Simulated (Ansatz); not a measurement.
# Guessed and relaxed cells of AlAs₃

Recipe of this trial structure of AlAs₃: random cell by space group and Wyckoff sites (Pm-3m, No. 221). Its size is a rough estimate.

start.cif

```cif
data_structure
_symmetry_space_group_name_H-M 'Pm-3m'
_symmetry_Int_Tables_number 221
_cell_length_a 4.3660
_cell_length_b 4.3660
_cell_length_c 4.3660
_cell_angle_alpha 90.000
_cell_angle_beta 90.000
_cell_angle_gamma 90.000
_cell_volume 83.23
loop_
_atom_site_label
_atom_site_type_symbol
_atom_site_symmetry_multiplicity
_atom_site_Wyckoff_symbol
_atom_site_fract_x
_atom_site_fract_y
_atom_site_fract_z
_atom_site_occupancy
Al1 Al 1 b 0.50000 0.50000 0.50000 1
As1 As 3 d 0.50000 0.00000 0.00000 1
```

Computed with Ansatz 0.2.0, DFT PBE, scalar-relativistic, plane waves, PAW. Cutoff 420 eV, Gaussian smearing, Γ-centred meshes. Cell and atoms relax first on a coarse mesh and then on a finer one. In between, the cell is made exact in the group found at 0.06 Å. In metals the finer mesh still leaves noise of several meV/atom or more. The steps can't lower the symmetry of their start. No spin polarisation.

end.cif

```cif
data_structure
_symmetry_space_group_name_H-M 'Pm-3m'
_symmetry_Int_Tables_number 221
_cell_length_a 4.2340
_cell_length_b 4.2340
_cell_length_c 4.2340
_cell_angle_alpha 90.000
_cell_angle_beta 90.000
_cell_angle_gamma 90.000
_cell_volume 75.90
loop_
_atom_site_label
_atom_site_type_symbol
_atom_site_symmetry_multiplicity
_atom_site_Wyckoff_symbol
_atom_site_fract_x
_atom_site_fract_y
_atom_site_fract_z
_atom_site_occupancy
Al1 Al 1 b 0.50000 0.50000 0.50000 1
As1 As 3 d 0.50000 0.00000 0.00000 1
```

The symmetry stays Pm-3m (No. 221). The end has the Cu3Au (L1_2) type. The volume per atom shrinks by 8.8 %, from 20.8 to 19.0 Å³. The shortest distance goes from 3.09 Å (Al–As and As–As) to 2.99 Å (Al–As and As–As).

| Property | Result |
| --- | --- |
| Volume per atom | 18.98 Å³ |
| Density | 5.51 g/cm³ |
| Formation energy | +0.33 eV/atom |
| Gap on the 12×12×12 mesh of the 4-atom cell | 0 eV (a metal) |

The zero of energy is the elements' standard structures at the same level; no fitted shifts are applied. It can't be a ground state, since the elements alone are lower.

The last run used Gaussian smearing of 0.10 eV. The reference form of As is held partly by dispersion forces, which this level lacks. A structure relaxed within its symmetry needn't be a true minimum. In all, the 3 runs took 53 s on 1 thread of Arm Neoverse V1, with other jobs on the host. Another cell of AlAs3 relaxed alike, in Aem2, lies 0.41 eV/atom lower, so this cell isn't the stable form at this level.
